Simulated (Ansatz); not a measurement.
**Lattice vibrations of LaSc at Γ**

Level of theory: DFT PBE, scalar-relativistic, plane waves, PAW (Ansatz). Plane waves to 420 eV; Γ-centred k mesh 14×14×14; Fermi-Dirac smearing of 0.15 eV. No spin polarisation. Phonons by linear response, acoustic sum rule imposed.

Relaxed structure:
```yaml
crystal:
  lattice:
    - [3.95757, 0.00000, 0.00000]
    - [0.00000, 3.95757, 0.00000]
    - [0.00000, 0.00000, 3.95757]
  atoms:
    - { symbol: La, position: [0.00000, 0.00000, 0.00000] }
    - { symbol: Sc, position: [0.50000, 0.50000, 0.50000] }
```

It was reached by relaxing an invented guess, and it needn't be the stable form of this composition. In a metal, frequencies depend on the k mesh and the smearing, soft modes most.

Optical modes at Γ:
| frequency (cm⁻¹) | degeneracy |
| --- | --- |
| 162 | 3 |

All 3 optical modes at Γ are real: no displacement of atoms at fixed cell lowers the energy to second order. Strains and modes at other wave vectors aren't tested by this run.
